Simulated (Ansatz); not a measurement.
Input file for Ansatz (a first-principles code):

Ansatz 0.2 input:
```yaml
crystal:
  lattice:
    - [4.2456562682, 0.0, 0.0]
    - [0.0, 4.2456562682, 0.0]
    - [0.0, 0.0, 9.0033745934]
  atoms:
    - { symbol: Sr, position: [0.5, 0.0, 0.1477631349] }
    - { symbol: Sr, position: [0.0, 0.5, 0.8522368651] }
    - { symbol: I, position: [0.5, 0.0, 0.6729536835] }
    - { symbol: I, position: [0.0, 0.5, 0.3270463165] }
    - { symbol: F, position: [0.5, 0.5, 0.0] }
    - { symbol: F, position: [0.0, 0.0, 0.0] }
kpoints:
  mp_grid: { grid: [7, 7, 3] }
hamiltonian:
  xc: r2scan
  dispersion: d4
  pseudopotentials: { kind: paw }
scf:
  occupations: { method: fixed }
checkpoint: { read: static.run }
output: { bader: true, populations: true }
```

Output (shortened):

```
Pseudopotential: Sr, paw, valence charge 10
Pseudopotential: I, paw, valence charge 17
Pseudopotential: F, paw, valence charge 7
Functional definition: r2SCAN
Crystal: 6 atoms, lattice volume = 162.291 Å³
Basis set: ecut = 500 eV, 4105 PW (Γ), exchange–correlation on 128×128×288 points (64 copies of the dense FFT grid, shifted against one another)
Bands: 41, of which v1, the nominal top of the filled ones, is band 34 counted from 1 (33 counted from 0)
Symmetry: 16 space group operations
Space group: P4/nmm (ITA 129), of the structure as read, at distance tolerance 5.5e-5 Å
k-points: 20 of 147
Stability of the state it starts from, as read at its close in the unpolarized treatment …
iter 1 solved again at ethr=1.47e-7 eV; its pass at ethr=3.10e-3 eV (dr2=1.00e-4 eV) is discarded
SCF iter   1: F=—  HF=-23799.279707 eV  |F-HF|=—  |Δ(HF+E_count)|=         —  Δρ=1.08e-6  dr2=2.22e-9  dr2_τ=1.81e-10  ethr=1.47e-7  ⟨swp⟩=4.7  Hψ=6146  notcnv=0  defer=100
preconditioner: auto → Resta (q_TF=auto, 2.360 Å⁻¹)
SCF iter   2: F=-23799.279707 eV  HF=-23799.279707 eV  |F-HF|=1.17e-9  |Δ(HF+E_count)|=   2.22e-7  Δρ=1.04e-6  dr2=1.51e-9  dr2_τ=2.87e-10  ethr=3.26e-12  ⟨swp⟩=19.4  Hψ=5945  notcnv=0
SCF 1 converged in 2 iterations: F = -23799.279707 eV  dr2 = 1.51e-9
SCF converged after 2 iterations
Free energy (F): -23799.279707 eV
Harris-Foulkes:  -23799.279707 eV  (|F-HF|=1.17e-9)
Internal energy: -23799.279707 eV  (E = F + TS)
E sigma→0 (E₀):  -23799.279707 eV
Fermi energy:    5.322732 eV
--- Per-component energies (eV) ---
  E_band       = -1047.691141
  E_kinetic    = 1287.130919
  E_local      = -6694.351756  (includes V_loc(G=0)·N_el)
  E_nonlocal   = 367.979387
  E_hartree    = 2944.928656
  E_xc         = -730.543560
  E_vxc        = -870.984692  (∫ρ·V_xc dr)
  E_paw        = -15516.111369  (= ΣΔE_a)
  E_vpaw       = -1079.581266  (= ΣTr[D̂ρ^β])
  E_aug_tail   = 0.002019  (compensation charges beyond the density's cutoff)
  E_vtau       = 52.259313  (kinetic-family band-sum trace: ∫τ·v_τ [+ j·A + Jᵃ·Aᵃ] dr)
  E_ewald      = -5457.689049
  E_disp       = -0.416204  (pairwise vdW)
  E_core_change = -0.208750  (= ΣΔE_core)
  E_smearing   =  0.000000  (= −TS)
  E_closure    = 0.000000  (closes the sum)
  Σ components = -23799.279707   (vs F -23799.279707, Δ=0.00e0)
  [band-id]    e_kinetic+e_local+e_nonlocal+2·e_hartree+e_vxc+e_vpaw+e_augmentation_tail+e_vtau = -1047.688764   (vs E_band -1047.691141, Δ=2.38e-3)
--- Band table (eV; the first three rows and the last of 20) ---
  k-point 0: bands = ["-38.5802", "-38.5800", "-38.5759", "-38.5758", "-38.5639", "-38.5639", "-38.5636", "-38.5636", "-38.5581", "-38.5580", "-29.3117", "-29.2656", "-18.6183", "-18.3600", "-10.7346", "-10.7346", "-10.6882", "-10.6060", "-10.6060", …
  k-point 1: bands = ["-38.5802", "-38.5800", "-38.5759", "-38.5758", "-38.5639", "-38.5639", "-38.5636", "-38.5636", "-38.5581", "-38.5580", "-29.3117", "-29.2656", "-18.6183", "-18.3600", "-10.7346", "-10.7346", "-10.6901", "-10.6060", "-10.6060", …
  k-point 2: bands = ["-38.5802", "-38.5801", "-38.5758", "-38.5757", "-38.5639", "-38.5639", "-38.5637", "-38.5636", "-38.5581", "-38.5580", "-29.3073", "-29.2658", "-18.6157", "-18.3838", "-10.7611", "-10.7251", "-10.6712", "-10.6553", "-10.6091", …
  k-point 19: bands = ["-38.5804", "-38.5804", "-38.5748", "-38.5748", "-38.5641", "-38.5641", "-38.5637", "-38.5637", "-38.5577", "-38.5577", "-29.2684", "-29.2661", "-18.5966", "-18.5842", "-10.7832", "-10.7621", "-10.7192", "-10.7059", "-10.4885", …
--- Löwdin populations: 6 sites ---
  site symbol       q [e]
     0     Sr      8.3322
     1     Sr      8.3322
     2      I     17.6615
     3      I     17.6615
     4      F      7.8013
     5      F      7.8013
  spilling = 0.006028 (of n_electrons = 68.000000)
--- Bader charges: 6 sites ---
  site symbol  charge [e]  shift [e]
     0     Sr      1.6446     0.0001
     1     Sr      1.6446     0.0001
     2      I     -0.7702     0.0000
     3      I     -0.7702     0.0000
     4      F     -0.8743     0.0001
     5      F     -0.8743     0.0001
  shift: an alarm, by how much a part of what the PAW files miss would move the charge. Where it is large, compare
  with a run on PAW files of another source; a small one proves nothing
  estimated error of the sums over rays = 3.3e-4 e
```

Cost: about 40 core-seconds (a rough figure) on shared cores.

The first step of the workflow began from a Materials Project structure, measured or hypothetical; the Crystallography Open Database copy checked does not list it. Its standing as an ambient phase is unchecked. Symmetry was held in the r²SCAN+D4 relaxation; its stability against distortions is not shown here. Spin–orbit coupling is left out wherever it is not named.

Potentials: the later of the program's two PAW sets.

Ansatz is a plane-wave DFT program.
